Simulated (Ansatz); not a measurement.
Relaxed-ion elastic tensor of BAs (zinc blende, space group No. 216) in GPa (Voigt order), PBE (plane waves, PAW; program Ansatz); density 5.12 g/cm³, 13.90 Å³ per atom.

```
 267  63.7  63.7   0.0   0.0   0.0
63.7   267  63.7   0.0   0.0   0.0
63.7  63.7   267   0.0   0.0   0.0
 0.0   0.0   0.0   145   0.0   0.0
 0.0   0.0   0.0   0.0   145   0.0
 0.0   0.0   0.0   0.0   0.0   145
```

Question: Is the crystal mechanically stable?

Answer: Yes: the smallest eigenvalue of C is 145 GPa.

Question: Work out the Voigt, Reuss and Hill averages.

Answer: K_V = 132, K_R = 132, K_H = 132; G_V = 128, G_R = 124, G_H = 126 GPa.

Question: Give Young's modulus, Poisson's ratio, Pugh's ratio and the universal anisotropy index.

Answer: E = 9KG/(3K + G) = 286 GPa; ν = 0.14; K/G = 1.05 (brittle by the Pugh limit of 1.75); A_U = 5G_V/G_R + K_V/K_R − 6 = 0.15.

Question: Estimate the sound speeds and the Debye temperature.

Answer: v_l = √((K + 4G/3)/ρ) = 7650 m/s, v_t = √(G/ρ) = 4960 m/s, mean 5440 m/s; Θ = (h/k)(3n/4πV)^(1/3) v_m = 673 K.

Question: Give the Zener ratio and Young's modulus along [100], [110] and [111].

Answer: A = 2C44/(C11 − C12) = 1.43; 1/E = S11 − 2(S11 − S12 − S44/2)Γ with Γ = 0, 1/4, 1/3 gives 243, 295, 318 GPa.

Question: Solve the Christoffel equation for the three sound speeds along [100], [110], [111].

Answer: Eigenvalues of C_ijkl n_j n_l equal ρv² (piezoelectric stiffening left out). In km/s, slowest first: [100] 5.32, 5.32, 7.22; [110] 4.46, 5.32, 7.79; [111] 4.76, 4.76, 7.97.

Space group F-43m (zinc blende). Symmetry was held in the PBE relaxation; phonons on a q-mesh show no instability.

Potentials: the later of the program's two PAW sets.
